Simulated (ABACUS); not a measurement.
ABACUS run on MoSeS (P-3m1, 6 atoms in the cell; from Materials Project mp-1221404, changed as shown): self-consistent single point.

Computed with LDA (PW92), PseudoDojo 0.4 standard norm-conserving LDA (tails mended) pseudopotentials (plane waves; ABACUS).

The change in words: lattice vector c scaled by 1.02. Reference geometry (P-3m1):
```yaml
crystal:
  lattice:
    - [3.33317, 0.00000, 0.00000]
    - [-1.66659, 2.88661, 0.00000]
    - [0.00000, 0.00000, 13.95498]
  atoms:
    - { symbol: Mo, position: [0.00000, 0.00000, 0.25915] }
    - { symbol: Mo, position: [0.00000, 0.00000, 0.74085] }
    - { symbol: Se, position: [0.66667, 0.33333, 0.86489] }
    - { symbol: Se, position: [0.33333, 0.66667, 0.13511] }
    - { symbol: S, position: [0.33333, 0.66667, 0.37059] }
    - { symbol: S, position: [0.66667, 0.33333, 0.62941] }
```

Reference input (self-consistent single point, DFT, LDA (PW92), plane waves, PseudoDojo 0.4 standard norm-conserving LDA (tails mended) pseudopotentials): KPT = Gamma 8 8 1 0 0 0; basis_type = pw; dft_functional = PWLDA; ecutwfc = 86 Ry; smearing_method = gaussian; smearing_sigma = 0.00367493 Ry; potentials = PseudoDojo 0.4 standard norm-conserving LDA (tails mended); symmetry = 1; symmetry_prec = 1e-05; ks_solver = dav_subspace; scf_nmax = 100; scf_thr = 1.0e-09 Ry. This run's input differs from it in these lines:

```diff
@@ -31,3 +31,3 @@
   -3.1493911031    5.4549061081    0.0000000000
-   0.0000000000    0.0000000000   26.3710864952
+   0.0000000000    0.0000000000   26.8985090566
```

The program printed (abridged):

```
 SELF-CONSISTENT
 -------------------------------------------
                                 init_chg = atomic

 PW ALGORITHM --------------- ION=   1  ELEC=   1--------------------------------

 Density error is 1.02364462467
                          Error Threshold = 0.01
 E_KohnSham     -810.4827804978      -11027.1839456532
 E_Fermi        0.7174865063         9.7619047236

 PW ALGORITHM --------------- ION=   1  ELEC=   2--------------------------------

 Density error is 0.836135202341
                          Error Threshold = 0.00142172864537
 E_KohnSham     -810.6389610746      -11029.3088914150
   [... lines left out ...]

 Density error is 1.66477678763e-09
                          Error Threshold = 3.97336248274e-11
 E_KohnSham     -810.7419865771      -11030.7106252880
 E_Fermi        0.6681220098         9.0902662926

 PW ALGORITHM --------------- ION=   1  ELEC=  12--------------------------------

 Density error is 7.50744015561e-11
                          Error Threshold = 2.31218998281e-12
 E_KohnSham     -810.7419865774      -11030.7106252915
 E_KS(sigma->0) -810.7419865774      -11030.7106252915
 E_entropy(-TS) -0.0000000000        -0.0000000000
 E_Fermi        0.6681216587         9.0902615158
 charge density convergence is achieved
 final etot is -11030.710625 eV
 EFERMI = 9.0902615158 eV

 STATE ENERGY(eV) AND OCCUPATIONS    NSPIN == 1
   [... 43 lines left out ...]

 TOTAL-FORCE (eV/Angstrom)
                       Mo1         0.0000000000         0.0000000000         0.0068003210
                       Mo2         0.0000000000         0.0000000000        -0.0068003210
                       Se1         0.0000000000         0.0000000000        -1.7859941733
                       Se2         0.0000000000         0.0000000000         1.7859941733
                        S1         0.0000000000         0.0000000000        -1.7887895056
                        S2         0.0000000000         0.0000000000         1.7887895056

 TOTAL-STRESS (KBAR)
      -134.2440149548         0.0000000012        -0.0000000000
         0.0000000012      -134.2439802777         0.0000000000
         0.0000000000        -0.0000000000      -151.6617489660
 TOTAL-PRESSURE: -140.049915 KBAR

 --------------------------------------------
 !FINAL_ETOT_IS -11030.7106252915036748 eV
 --------------------------------------------
```

The run converged in 12 iterations. Against the reference run the free energy rises by 37.6 meV/atom, the pressure goes from -12.35 to -14.00 GPa and the largest force goes from 1.348 to 1.789 eV/Å.

Forces above 1 eV/Å remain at this geometry. The structure comes from a collection of computed structures, made at another level of theory; the collection holds predicted forms beside known ones. Its lattice was then scaled.

Cost on one core: around 2.0 core-minutes (rough).

“Tails mended”: in these copies of the files the far tail of each local potential was reset to the Coulomb form.
